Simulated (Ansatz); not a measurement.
# Property card for NbN

NbN:
```cif
data_N2Nb2
_chemical_formula_sum 'Nb2 N2'
_space_group_name_H-M_alt 'P 1'
_space_group_IT_number 1
_cell_length_a 5.56257
_cell_length_b 5.56257
_cell_length_c 5.56257
_cell_angle_alpha 149.653
_cell_angle_beta 149.653
_cell_angle_gamma 43.450
loop_
_space_group_symop_operation_xyz
  'x, y, z'
loop_
_atom_site_label
_atom_site_type_symbol
_atom_site_fract_x
_atom_site_fract_y
_atom_site_fract_z
_atom_site_occupancy
Nb1 Nb 0.99883 0.99883 0.00000 1
Nb2 Nb 0.74883 0.24883 0.50000 1
N1 N 0.41717 0.41717 0.00000 1
N2 N 0.16717 0.66717 0.50000 1
```

Space group I4_1md (No. 109); conventional cell a = b = 2.912 Å, c = 10.335 Å, α = β = γ = 90.00°.

Method: PBE in the plane-wave PAW code Ansatz. Structure relaxed to zero pressure with the same functional. Other levels are named where they apply.

**Cell and energy**

```yaml
volume_per_atom: 10.95 Å³
density: 8.10 g/cm³
Formation energy from the elements (no fitted shifts): -1.10 eV/atom
```

**Electronic structure**

```yaml
band_gap: 0.32 eV (indirect)
valence_band_maximum: on the Γ–X line, 85 % of the way from Γ
conduction_band_minimum: on the Γ–X line, 46 % of the way from Γ (4 equivalent valleys)
smallest_direct_gap_on_the_standard_path: 0.67 eV
electron_effective_mass: 0.30, 0.48, 1.5 mₑ (principal values)
hole_effective_mass: 0.65, 0.72, 2.1 mₑ (principal values)
```

**Mechanics**

```yaml
Bulk modulus (Birch–Murnaghan fit): 312 GPa
Pressure derivative B′: 4.4
```

A made-up cell: these elements were put on the sites of a structure type; neither database checked (COD, Materials Project) lists it. It is not the phase usual at ambient conditions (space group No. 225). The cell was relaxed with PBE under the symmetry of its start; its stability against distortions is not shown here. No spin polarisation was allowed. The references are the lowest solids computed at this level, not always the standard phases (solids in place of the gases). Scalar-relativistic: spin–orbit coupling is off unless named, which matters more the heavier the elements.

Potentials: the later of the program's two PAW sets.
